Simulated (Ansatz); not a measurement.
AlN:
```cif
data_Al4N4
_chemical_formula_sum 'Al4 N4'
_space_group_name_H-M_alt 'F-43m'
_space_group_IT_number 216
_space_group_name_Hall 'F -4 2 3'
_cell_length_a 4.37715
_cell_length_b 4.37715
_cell_length_c 4.37715
_cell_angle_alpha 90.000
_cell_angle_beta 90.000
_cell_angle_gamma 90.000
loop_
_atom_site_label
_atom_site_type_symbol
_atom_site_symmetry_multiplicity
_atom_site_Wyckoff_symbol
_atom_site_fract_x
_atom_site_fract_y
_atom_site_fract_z
_atom_site_occupancy
Al1 Al 4 a 0.00000 0.00000 0.00000 1
N1 N 4 d 0.75000 0.75000 0.75000 1
```
(The calculation used a cell of 2 atoms; values per cell refer to that cell.)

Relaxed with PBEsol. Independent-particle spectrum: no excitons, no local fields, no scissors shift; 0.1 eV broadening; ε₁ of the summed bands alone.

**Question.** Tabulate the dielectric function from the program Ansatz at the PBEsol level (PAW).

**Answer.** 

| E (eV) | ε₁ xx | ε₂ xx |
|---|---|---|
| 0.0 | 4.75 | 0.00 |
| 0.5 | 4.76 | 0.00 |
| 1.0 | 4.81 | 0.00 |
| 1.5 | 4.89 | 0.00 |
| 2.0 | 5.01 | 0.00 |
| 2.5 | 5.19 | 0.00 |
| 3.0 | 5.44 | 0.00 |
| 3.5 | 5.81 | 0.00 |
| 4.0 | 6.55 | 0.04 |
| 4.5 | 7.12 | 0.72 |
| 5.0 | 8.38 | 1.48 |
| 5.5 | 8.14 | 3.32 |
| 6.0 | 7.81 | 4.51 |
| 6.5 | 7.44 | 5.91 |
| 7.0 | 5.39 | 7.97 |
| 7.5 | 3.83 | 7.94 |
| 8.0 | -0.46 | 8.31 |
| 8.5 | -0.35 | 3.25 |
| 9.0 | 3.23 | 3.10 |
| 9.5 | 2.54 | 4.90 |
| 10.0 | 1.43 | 4.38 |
| 10.5 | 2.56 | 4.89 |
| 11.0 | 2.28 | 6.75 |
| 11.5 | 0.32 | 5.17 |
| 12.0 | -0.04 | 6.16 |

**Question.** From ε at 4.3 eV (xx: 6.95 + 0.54i), find n, k, the normal reflectivity and the absorption coefficient.

**Answer.** n = 2.64, k = 0.102, R = 20 %, α = 2kE/ħc = 44000 cm⁻¹.

With all bands, ε∞ without local fields is 4.84. DFPT, with local fields, gives 4.65.

Symmetry was held in the PBEsol relaxation.

Potentials: the earlier of the program's two PAW sets. The files were generated under PBE; for other functionals the program regenerates the frozen cores, and for LDA and PBEsol the local potential too.
